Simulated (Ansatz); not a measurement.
Relaxed Si (diamond):

```yaml
crystal:
  lattice:
    - [0.00000, 2.71678, 2.71678]
    - [2.71678, 0.00000, 2.71678]
    - [2.71678, 2.71678, 0.00000]
  atoms:
    - { symbol: Si, position: [0.50000, 0.50000, 0.50000] }
    - { symbol: Si, position: [0.75000, 0.75000, 0.75000] }
```

In this cell atom 1 (Si, nearest neighbour Si at 2.353 Å; its periodic images, 3.8 Å or more away, move with it) is moved by u·(1.000, 0.000, 0.000) + v·(0.000, 0.000, 1.000); the rest is frozen.

Level of theory: PBEsol (plane waves to 420 eV, PAW, scalar-relativistic; Ansatz, a quantum-chemistry and plane-wave program). k mesh 9×9×9 (Γ-centred), Fermi-Dirac smearing 0.05 eV. The energy includes the smearing's −TS. As the smearing reaches across the gap at some points, energies and forces of such displacements shift with the k mesh and the smearing. Si was relaxed with its symmetry unable to fall. The PAW data are Ansatz's earlier set. ΔE is measured from the undisplaced structure. Axes are in Å.

| ΔE (meV/cell) | u = -0.590 | u = -0.393 | u = -0.197 | u = 0.000 | u = 0.197 | u = 0.393 | u = 0.590 |
|---|---|---|---|---|---|---|---|
| v = -0.590 | 4615 | [?] | 2199 | 1875 | 2199 | [?] | 4615 |
| v = -0.393 | [?] | 1984 | 1198 | 923 | 1198 | 1984 | [?] |
| v = -0.197 | 2199 | 1198 | [?] | 247 | [?] | 1198 | 2199 |
| v = 0.000 | 1875 | 923 | 247 | 0 | 247 | 923 | 1875 |
| v = 0.197 | 2199 | 1198 | [?] | 247 | [?] | 1198 | 2199 |
| v = 0.393 | [?] | 1984 | 1198 | 923 | 1198 | 1984 | [?] |
| v = 0.590 | 4615 | [?] | 2199 | 1875 | 2199 | [?] | 4615 |

### Question
Complete the blanks.

### Answer

- v = -0.590, u = -0.393: 3152
- v = -0.590, u = 0.393: 3152
- v = -0.393, u = -0.590: 3152
- v = -0.393, u = 0.590: 3152
- v = -0.197, u = -0.197: 499
- v = -0.197, u = 0.197: 499
- v = 0.197, u = -0.197: 499
- v = 0.197, u = 0.197: 499
- v = 0.393, u = -0.590: 3152
- v = 0.393, u = 0.590: 3152
- v = 0.590, u = -0.393: 3152
- v = 0.590, u = 0.393: 3152

(A displaced cell: forces are minus the slopes of the energy, force constants its curvatures, and phonons follow from these.)
